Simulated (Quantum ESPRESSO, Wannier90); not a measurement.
Wannier functions of BaTiO3 (P4mm)

```xyz
5
Lattice="3.9904 0.0000 0.0000 0.0000 3.9904 0.0000 0.0000 0.0000 4.1027" Properties=species:S:1:pos:R:3 pbc="T T T"
Ba     1.9952     1.9952    -1.7127
Ti     0.0000     0.0000     0.4104
O      0.0000     1.9952     0.2635
O      1.9952     0.0000     0.2635
O      0.0000     0.0000    -1.8504
```

Structure: Materials Project mp-5986, symmetrised, not relaxed again. COD (Crystallography Open Database) has the formula in 5 space groups, this one among them (matched by group alone). Level: PBEsol, no spin polarisation, no spin-orbit coupling; pw.x of Quantum ESPRESSO at 68 Ry with PseudoDojo potentials, 8×8×8 k-points, Wannier90. Density: 8×8×8 mesh, cold smearing 0.01 Ry. Spin-orbit coupling is left out although heavy elements are present.

The plane-wave run has 38 bands and 40 electrons a cell. On the energy scale of pw.x, whose zero is arbitrary, the valence-band maximum lies at 10.08 eV.

Input w.win, without the blocks of cell, atoms and k-points (512 lines):

```
num_bands = 27
num_wann = 15
exclude_bands = 1-11
num_iter = 1000
conv_tol = 1.0e-6
conv_window = 4
dis_num_iter = 1000
dis_conv_tol = 1.0e-6
dis_froz_max = 13.39
write_hr = true
write_u_matrices = true
begin projections
f=0.00124,0.00242,0.08814: d
f=-0.01037,0.49585,0.06974: p
f=0.49987,-0.00344,0.07594: p
f=-0.00872,-0.00878,-0.44913: p
end projections
mp_grid = 8 8 8
```

This input has a fault. Which, and what does the program do?

wannier90.x -pp stops with:
```
w90_readwrite_get_projections: too few projection functions defined
```
The projections block defines fewer trial orbitals than num_wann. Mended as below, all else unchanged, the run goes through (Ω_I = 14.3 Å²) and follows the plane-wave bands to 0.2 meV rms (states up to 2.8 eV relative to the valence-band maximum).
```
num_wann = 14
```
